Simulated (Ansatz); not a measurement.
# Zr₃Ag: stiffness from a series of strains

```
CELL_PARAMETERS angstrom
4.56600 0.00000 0.00000
0.00000 4.56600 0.00000
0.00000 0.00000 3.98600
ATOMIC_POSITIONS crystal
Zr 0.50000 0.50000 0.00000
Zr 0.00000 0.50000 0.50000
Zr 0.50000 0.00000 0.50000
Ag 0.00000 0.00000 0.00000
```

Atom numbers follow the list: Zr1, Zr2, Zr3, Ag4.

The cell comes from COD entry 1509571, which wasn't checked; take it as a given geometry.

Spin polarisation is left out, and whether a magnetic state lies lower isn't shown here.

These are results of DFT, LDA, all-electron LAPW, scalar-relativistic (Ansatz 0.2.0), not measurements.

Settings: a Γ-centred 7×7×8 k mesh, Fermi–Dirac smearing of 0.05 eV, basis error target 1 meV/atom, no spin polarisation.

The strain is applied along the Cartesian axes of the cell as listed (the other components stay zero). Fractional coordinates are held (clamped ions).

σ is the change of stress from the unstrained cell, which is at -4.96 GPa; tension is positive, so slopes are stress–strain coefficients at that pressure. In a metal the k mesh adds noise.

Only quantities that a quadratic follows smoothly over the whole series are listed; rougher ones are left out.

```csv
εzz,σzz (GPa),σxx (GPa)
-0.0200,-1.32,-2.26
0.0000,0.00,0.00
0.0100,0.79,0.97
0.0200,1.66,1.83
```

Fit the series and read off the stiffness at zero strain.

Least-squares fits y = p0 + p1 x + p2 x² to the rows give σzz (GPa): p1 = 74.5, p2 = 420; σxx (GPa): p1 = 102, p2 = -540. So C33 = 75 GPa and C13 = 102 GPa, for these axes.

One run, at εzz = -0.0100, is withheld. Predict its row.

The fits give -0.70, -1.08; the run gave -0.69, -1.08.
